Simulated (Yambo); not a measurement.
# K₂RhAgF₆: lowest vertical excitons

```
CELL_PARAMETERS angstrom
      0.00000     4.37765     4.37765
      4.37765     0.00000     4.37765
      4.37765     4.37765     0.00000
ATOMIC_POSITIONS crystal
  F  0.23131 0.23131 0.76869
  F  0.76869 0.76869 0.23131
  F  0.76869 0.23131 0.23131
  F  0.23131 0.76869 0.76869
  F  0.23131 0.76869 0.23131
  F  0.76869 0.23131 0.76869
  K  0.25000 0.25000 0.25000
  K  0.75000 0.75000 0.75000
  Rh 0.00000 0.00000 0.00000
  Ag 0.50000 0.50000 0.50000
```

The geometry is that of Materials Project entry mp-1111950, symmetrised and not relaxed again.

BSE in Yambo on PBEsol (Quantum ESPRESSO, PseudoDojo norm-conserving, 88 Ry, without SOC) bands: 4×4×4 mesh, 23 valence and 6 conduction bands, static screening with 109 bands and a 3 Ry block, scissor 2.27 eV, Tamm-Dancoff; field along x.

| state | energy (eV) | states within 2 meV | relative strength | class | main transitions |
|---|---|---|---|---|---|
| 1 | 1.05 | 3 | < 0.01 | dark | several band pairs |
| 2 | 1.98 | 3 | 0.02 | dark | several band pairs |
| 3 | 2.93 | 3 | 0.01 | dark | several band pairs |
| 4 | 2.98 | 3 | 0.08 | weak | several band pairs |
| 5 | 3.01 | 3 | 0.03 | dark | VB−2 → CB (65 %) |
| 6 | 3.18 | 5 | 1.00 | weak | several band pairs |

These are vertical excitations (zero momentum). The direct quasiparticle gap on this mesh is 3.41 eV; counted from there, state 1 is bound by 2.36 eV. Convergence with the mesh was not shown.

Spin singlets only. Strengths are relative to the strongest of the lowest states of this run; strong means a line over 3 % of the spectrum's maximum, dark under 0.03 %. Absolute energies carry the error of the G0W0 scissor, whose convergence isn't established.

Spin-orbit splittings are left out.

The structure is a Materials Project entry; no match was found in the copy of COD used, and its stability was not checked.
